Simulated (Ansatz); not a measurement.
Start of a relaxation of Ga2GeO3:

```
Ga Ge O
1.0
     2.40670    1.38951    3.91084
    -2.40670    1.38951    3.91084
     0.00000   -2.77901    3.91084
Ga Ge O
2 1 3
Direct
  0.61708 0.61708 0.61708
  0.38292 0.38292 0.38292
  0.00000 0.00000 0.00000
  0.50000 0.00000 0.00000
  0.00000 0.50000 0.00000
  0.00000 0.00000 0.50000
```

Computed with DFT PBE, scalar-relativistic, plane waves, PAW (Ansatz). Cutoff 420 eV, Gaussian smearing, Γ-centred meshes. Cell and atoms relax on a converged mesh. In metals the finer mesh still leaves noise of several meV/atom or more. The steps can't lower the symmetry of their start. No spin polarisation.

A guess keeps its type if space group and coordination stay and the shape of the cell changes little (axis ratios within about 15 %, angles within 6°); the volume may change.

Problem. Does it keep its structure type, or change into something else?

Solution. It doesn't keep its type. The symmetry stays R-3m (No. 166). The volume per atom stays near 13.1 Å³. The shortest distance goes from 2.40 Å (Ge–O) to 2.15 Å (Ge–O). The ratio c/a of the conventional cell changes by a factor of 0.57. Counting neighbours within 15 % of an atom's shortest distance, the start has Ga 16, Ge 6, O 6 and the end Ga 3, Ge 6, O 4. In detail, at the end Ga is surrounded by 3 O at 2.16 Å; Ge has 6 O at 2.15 Å; O is surrounded by 2 Ge at 2.15 Å and 2 Ga at 2.16 Å.

```cif
data_structure
_symmetry_space_group_name_H-M 'P 1'
_symmetry_Int_Tables_number 1
_cell_length_a 4.2933
_cell_length_b 4.2933
_cell_length_c 4.2933
_cell_angle_alpha 85.277
_cell_angle_beta 85.277
_cell_angle_gamma 85.277
_cell_volume 78.37
loop_
_atom_site_label
_atom_site_type_symbol
_atom_site_fract_x
_atom_site_fract_y
_atom_site_fract_z
_atom_site_occupancy
Ga1 Ga 0.66352 0.66352 0.66352 1
Ga2 Ga 0.33648 0.33648 0.33648 1
Ge1 Ge 0.00000 0.00000 0.00000 1
O1 O 0.50000 0.00000 0.00000 1
O2 O 0.00000 0.50000 0.00000 1
O3 O 0.00000 0.00000 0.50000 1
```

The last run used a 12×12×12 mesh for its 6-atom cell and Gaussian smearing of 0.10 eV. A structure relaxed within its symmetry needn't be a true minimum. Another cell of Ga2GeO3 relaxed alike, in P6/mmm, lies 97 meV/atom lower, so this cell isn't the stable form at this level.
